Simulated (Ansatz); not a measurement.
GaPt in space group P2_13 (No. 198; Ga on 4a, Pt on 4a), DFT-PBE in the program Ansatz with PAW potentials, all energies at zero smearing, with the estimated change up to a 700 eV cutoff added, with one set of potentials and settings (totals compare only within such a set). Cell of 8 atoms (4 Ga, 4 Pt): -65235.945 eV.

```json
[
 {"element": "Ga", "reference phase": "Cmce, 4 atoms in the cell", "E (eV/atom)": "-3783.0259"},
 {"element": "Pt", "reference phase": "Fm-3m, 1 atoms in the cell", "E (eV/atom)": "-12524.7059"}
]
```

Formation energy per atom, worked out: (-65235.945 − 4×(-3783.0259) − 4×(-12524.7059))/8 = -0.627 eV/atom (-61 kJ per mol of atoms), at 0 K, without zero-point energy or fitted corrections.

The first step of the workflow began from a Materials Project structure, measured or hypothetical; the Crystallography Open Database copy checked does not list it. With Ga and Pt taken as one species the cell has the higher symmetry Pa-3, so it may be an ordered model of a mixed-site phase. Its standing as an ambient phase is unchecked. The PBE relaxation kept the symmetry of its start; its stability against distortions is not shown here. No spin polarisation was allowed. The references are the lowest solids computed at this level, not always the standard phases. Spin–orbit coupling is left out wherever it is not named.

Potentials: the earlier of the program's two PAW sets.
